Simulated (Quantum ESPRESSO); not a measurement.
Ag$_{2}$S is modelled in the monoclinic space group P2₁/m (No. 11), Pearson symbol mP6. Lattice parameters: a = 4.2218 Å, b = 7.4048 Å, c = 4.2336 Å, α = 90.00°, β = 111.80°, γ = 90.00°. S on 2e has 4 Ag at 2.414–2.501 Å and 1 Ag at 2.714 Å. Ag1 on 2e has 2 S at 2.494–2.501 Å and 1 S at 2.714 Å. Ag2 on 2d is coordinated by 2 S at 2.414 Å (linear). (Neighbours: up to the widest gap in distance over summed covalent radii, below 1.35, at either atom; cation-cation contacts left out.)

The geometry is that of Materials Project entry mp-556225, symmetrised and not relaxed again.

**Question.** What does PBEsol (Quantum ESPRESSO, PseudoDojo norm-conserving, 82 Ry, without SOC) give for the electronic structure near the Fermi level?

**Answer.** The PBEsol gap is indirect, 1.10 eV, from Y to Γ; the smallest direct gap is 1.13 eV. Spin-orbit splittings are left out.

The structure is a Materials Project entry; no match was found in the copy of COD used, and its stability was not checked.
